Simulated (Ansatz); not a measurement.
Here is an unrelaxed guess for SrAgB.

```
Sr Ag B
1.0
     4.55969    0.00000    0.00000
    -2.27984    3.94880    0.00000
     0.00000    0.00000    5.72203
Sr Ag B
2 2 2
Direct
  0.00000 0.00000 0.00000
  0.00000 0.00000 0.50000
  0.66667 0.33333 0.25000
  0.33333 0.66667 0.75000
  0.66667 0.33333 0.75000
  0.33333 0.66667 0.25000
```

Theory: DFT PBE, scalar-relativistic, plane waves, PAW (Ansatz). Plane waves to 420 eV, a k mesh through Γ of 6×6×4 on the computed 6-atom cell and Gaussian smearing (0.10 eV); no spin polarisation.

Energies over the elements count from the elements' standard structures at the same level, with no fitted energy shifts.

**Question.** How far from equilibrium is it?

**Answer.** The pressure is 8.3 GPa (the mean over three directions, positive in compression), the largest force is 0.00 eV/Å (symmetry fixes the atoms), and the energy is +0.77 eV/atom against the elements. The shortest distance is 2.63 Å.

**Question.** Is it a good guess?

**Answer.** A rough one: relaxing gains about 0.41 eV/atom (the start's value is from the coarse mesh, so the gain is rough) in 26 ionic steps and ends at +0.36 eV/atom on the finer mesh. The symmetry stays P6_3/mmc (No. 194). The volume per atom grows by 22.5 %, from 17.2 to 21.0 Å³. The shortest distance goes from 2.63 Å (Ag–B) to 2.30 Å (Ag–B). The ratio c/a of the conventional cell changes by a factor of 1.84. Conventional cell: a = 3.980 Å, c = 9.195 Å. Sr is surrounded by 6 Ag at 3.25 Å, 6 B at 3.25 Å and 6 Sr at 3.98 Å; around Ag lie 3 B at 2.30 Å and 6 Sr at 3.25 Å; B is surrounded by 3 Ag at 2.30 Å and 6 Sr at 3.25 Å.

The last run used a 12×12×4 mesh (in the run's order of axes) for its 6-atom cell and Gaussian smearing of 0.10 eV. The relaxation can't lower the symmetry of the start, and the grade says only how near the guess is to its own end. A structure relaxed within its symmetry needn't be a true minimum. Another cell of SrAgB relaxed alike, in Amm2, lies 231 meV/atom lower, so this cell isn't the stable form at this level.
